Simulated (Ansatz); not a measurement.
The start is a generated cell, VSi2 placed in the AFLOW prototype A2B_hP9_150_ef_bd (C22, as in Fe2P). The cell and all atomic positions are relaxed at zero pressure with PBEsol (plane waves to 420 eV, PAW, scalar-relativistic; Ansatz, a first-principles code). The first steps use a coarse 5×5×6 k-mesh.

Starting cell:
```
CELL_PARAMETERS angstrom
      6.14425     0.00000     0.00000
     -3.07213     5.32108     0.00000
      0.00000     0.00000     3.62353
ATOMIC_POSITIONS crystal
  Si 0.26000 0.00000 0.00000
  Si 0.00000 0.26000 0.00000
  Si 0.74000 0.74000 0.00000
  Si 0.60000 0.00000 0.50000
  Si 0.00000 0.60000 0.50000
  Si 0.40000 0.40000 0.50000
  V  0.00000 0.00000 0.50000
  V  0.33333 0.66667 0.87500
  V  0.66667 0.33333 0.12500
```
Spin-polarised start, with parallel moments on V.

Problem. What pressure does the first self-consistent step give?

Solution. +16 GPa (positive: the cell is compressed).

Problem. Does the structure survive the relaxation? Give the final space group.

Solution. The space group goes from P321 (No. 150) to P-62m (No. 189), with 9 atoms in the primitive cell.

Problem. How does the volume change?

Solution. +4.2 %, from 13.16 to 13.71 Å³/atom.

Problem. How do the shortest distances between atoms change?

Solution. The closest pairs of elements (up to four, under 3.6 Å), start → end: Si–V 2.32 → 2.40 Å; Si–Si 2.77 → 2.75 Å; V–V 3.62 → 3.23 Å.

Problem. What band gap does the relaxed structure have at this level?

Solution. No gap (metallic).

Problem. Write out the relaxed structure.

Solution. 
```cif
data_Si6V3
_chemical_formula_sum 'Si6 V3'
_space_group_name_H-M_alt 'P-62m'
_space_group_IT_number 189
_space_group_name_Hall 'P -6 -2'
_cell_length_a 6.63808
_cell_length_b 6.63808
_cell_length_c 3.23393
_cell_angle_alpha 90.000
_cell_angle_beta 90.000
_cell_angle_gamma 120.000
loop_
_atom_site_label
_atom_site_type_symbol
_atom_site_symmetry_multiplicity
_atom_site_Wyckoff_symbol
_atom_site_fract_x
_atom_site_fract_y
_atom_site_fract_z
_atom_site_occupancy
Si1 Si 3 f 0.00000 0.26739 0.00000 1
Si2 Si 3 g 0.37511 0.37511 0.50000 1
V1 V 1 b 0.00000 0.00000 0.50000 1
V2 V 2 c 0.33333 0.66667 0.00000 1
```

Final values are on a 8×8×14 k-mesh of the relaxed cell. No spin polarisation in the result: the starting moments vanished. The relaxed primitive cell holds an odd number of electrons. A magnetic state may lie lower.

The run could not lose the symmetry of its start: the end is stationary, and may be a saddle point rather than a minimum.

The relaxed structure here is a generated cell of VSi2: the first start was made by placing the elements on the sites of a structure type, and the end was not matched to a known phase here, so it may be hypothetical.
